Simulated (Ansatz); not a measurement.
Zn$_{3}$P$_{4}$W in space group Pmn2_1 (No. 31; Pearson symbol oP16), plane-wave PAW r²SCAN (Ansatz code). The conduction-band minimum lies on the Γ–Z line, 95 % of the way from Γ, with 2 equivalent valleys. Second derivatives d²E/dk² of the lowest band at one valley (eV·Å²), along Cartesian directions:

| direction | d²E/dk² |
|---|---|
| [100] | 1.919 |
| [010] | 10.92 |
| [001] | 32.70 |
| [110] | 6.417 |
| [101] | 17.31 |
| [011] | 21.83 |

**Question.** Find the principal effective masses, the density-of-states mass and the conductivity mass.

**Answer.** Off-diagonal terms follow from H_xy = H[110] − (H_xx + H_yy)/2, and m*/mₑ = 7.620 eV·Å² over each eigenvalue: 0.23, 0.70, 4.0. One valley's DOS mass (m₁m₂m₃)^(1/3) = 0.86, conductivity mass 3/(Σ 1/mᵢ) = 0.50 mₑ.

**Question.** What effective density of states Nc follows at 300 K for parabolic valleys?

**Answer.** Nc = 2.509e19 × 2 × (0.86)^(3/2) ≈ 4.0e19 cm⁻³.

The start of the workflow was typed in or built on a structure type; neither database checked (COD, Materials Project) lists it. Its standing as an ambient phase is unchecked. Symmetry was held in the r²SCAN relaxation; whether a distortion lowers the energy is not shown. The run is not spin-polarised. Scalar-relativistic: spin–orbit coupling is off unless named, which matters more the heavier the elements.

Potentials: the later of the program's two PAW sets.

Edges and masses are those of Kohn–Sham bands, whose gap is no quasiparticle gap.
